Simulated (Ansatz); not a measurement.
LiNbO3 (space group R-3)

```
CELL_PARAMETERS angstrom
      2.57282     1.48542     4.61934
     -2.57282     1.48542     4.61934
      0.00000    -2.97084     4.61934
ATOMIC_POSITIONS crystal
  Li 0.35674 0.35674 0.35674
  Li 0.64326 0.64326 0.64326
  Nb 0.14411 0.14411 0.14411
  Nb 0.85589 0.85589 0.85589
  O  0.22003 0.56023 0.95639
  O  0.77997 0.43977 0.04361
  O  0.56023 0.95639 0.22003
  O  0.43977 0.04361 0.77997
  O  0.95639 0.22003 0.56023
  O  0.04361 0.77997 0.43977
```

The slice is a (1 -1 0 2) plane (indices of the conventional cell) through the point (0.856, 0.856, 0.856) (fractional), spanned by u = [1 0 -1] and v = [010] in vectors of this cell: u (5.15 Å) and v (5.49 Å, at 90° to u). It covers one period; positions are fractions (u, v).

The numbers are results of LDA (plane waves to 420 eV, PAW, scalar-relativistic; Ansatz, a quantum-chemistry and plane-wave program), not measurements. k mesh 8×8×8. Near the nuclei the fields are pseudised (PAW); where an atom keeps semicore shells as valence, they peak there. LiNbO3 is run without spin polarisation. LiNbO3 was relaxed with its symmetry unable to fall. This is one of several known forms of LiNbO3; the measured ambient cells at hand have space group No. 161.

Three fields on this plane, each scaled to ten steps between its own extremes (0 low, 9 high; the total valence density on a logarithmic scale, the potential cut 8 eV below its top; x marks points blanked near nuclei; v = 0 in the bottom row):

Map A
```
|xxxxx000246777777766542000xxxx|
|xxxxx000356777777777753000xxxx|
|xxxx00013567888888877641000xxx|
|xxx0000245678888888877530000xx|
|000000135677889988888764200000|
|000002345677889999888876410000|
|000134556677888888899886431000|
|123456776777888888889876xxxxx1|
|35667788777777777788887xxxxxxx|
|46788888887766555667876xxxxxxx|
|x6889999887654333456775xxxxxxx|
|4789999987653xxxxx35665xxxxxxx|
|679999988753xxxxxxx3566xxxxxxx|
|78999998764xxxxxxxxx4665xxxxx5|
|89999998753xxxxxxxxx45676xxx67|
|99999998753xxxxxxxxx3678888888|
|99999998763xxxxxxxxx4678999999|
|99999999864xxxxxxxxx4689999999|
|999999988753xxxxxxx35789999999|
|9999988887653xxxxx356899999999|
|888878877776543334567899999988|
|777765x67777765555667789998887|
|56554xxx6778777766665677887766|
|23333xxx5778887765xxxxx6666433|
|00001xxx567888775xxxxxxx443100|
|0000002456788876xxxxxxxxx10000|
|0000001356777775xxxxxxxxx00000|
|xxx0000256777765xxxxxxxxx000xx|
|xxxx000145667665xxxxxxxxx00xxx|
|xxxxx000356666654xxxxxxx00xxxx|
|xxxxx0002456666654xxxxx000xxxx|
|xxxxx000246666666554221000xxxx|
```

Map B
```
|xxxxx510112110012467765224xxxx|
|xxxxx411233321001134442113xxxx|
|xxxx62124555421000111110126xxx|
|xxx6312467775420000000000135xx|
|554211367887753100000001111235|
|211112578888764200000123333222|
|210013578998764200001246777653|
|521012578888764100002578xxxxx7|
|74200246788875310001478xxxxxxx|
|86200125677652100002589xxxxxxx|
|x6310013455310000002689xxxxxxx|
|9731000122200xxxxx01589xxxxxxx|
|973100000000xxxxxxx0389xxxxxxx|
|86300000000xxxxxxxxx1699xxxxx9|
|64100000000xxxxxxxxx03789xxx98|
|41000000000xxxxxxxxx0146888886|
|10000000000xxxxxxxxx0013456643|
|00001222100xxxxxxxxx0000122210|
|001234554200xxxxxxx00000000000|
|0124677765200xxxxx000000000000|
|135788988752000000234321100000|
|246899x99863100024677765320000|
|24789xxx9863100257899988642000|
|13689xxx9863101479xxxxx9863100|
|11368xxx985200258xxxxxxx973100|
|1123689987410026xxxxxxxxx73111|
|5432357775310137xxxxxxxxx52245|
|xxx4223554210137xxxxxxxxx434xx|
|xxxx422222100137xxxxxxxxx34xxx|
|xxxxx311110001258xxxxxxx53xxxx|
|xxxxx5100000001468xxxxx733xxxx|
|xxxxx620001000124688987424xxxx|
```

Map C
```
|xxxxx965433322234456666679xxxx|
|xxxxx865544432222334445568xxxx|
|xxxx97655554432222223334579xxx|
|xxx9866666654322111122334679xx|
|998766667766543210001234456889|
|766555667776543210001234567777|
|655445667776543200002345778877|
|654444566666543100012457xxxxx8|
|76433445566543210001356xxxxxxx|
|86433334454433210012457xxxxxxx|
|x6432223333332211112468xxxxxxx|
|8642111222222xxxxx22467xxxxxxx|
|754210011112xxxxxxx3457xxxxxxx|
|64310000001xxxxxxxxx3568xxxxx8|
|53210000000xxxxxxxxx34567xxx76|
|42110000001xxxxxxxxx2345566655|
|22111111111xxxxxxxxx1123444443|
|11112222211xxxxxxxxx1112222222|
|112334443322xxxxxxx11111111111|
|1234555554322xxxxx222211110001|
|234566766543211223333332211001|
|245678x77643222234555554321112|
|34678xxx7654322346777776543222|
|45678xxx8654323467xxxxx7654333|
|56678xxx765433457xxxxxxx865444|
|7777888876533346xxxxxxxxx76666|
|9988887765433356xxxxxxxxx87789|
|xxx9877654333357xxxxxxxxx889xx|
|xxxx976543322346xxxxxxxxx99xxx|
|xxxxx865432223467xxxxxxx99xxxx|
|xxxxx9643322223568xxxxx989xxxx|
|xxxxx964332222345678888789xxxx|
```

Task: Assign the maps to these fields: electron localisation function (ELF); valence electron density; electrostatic potential energy of an electron, from the cell's mean.

Result: A is the electrostatic potential energy of an electron, from the cell's mean; B is the electron localisation function (ELF); C is the valence electron density.
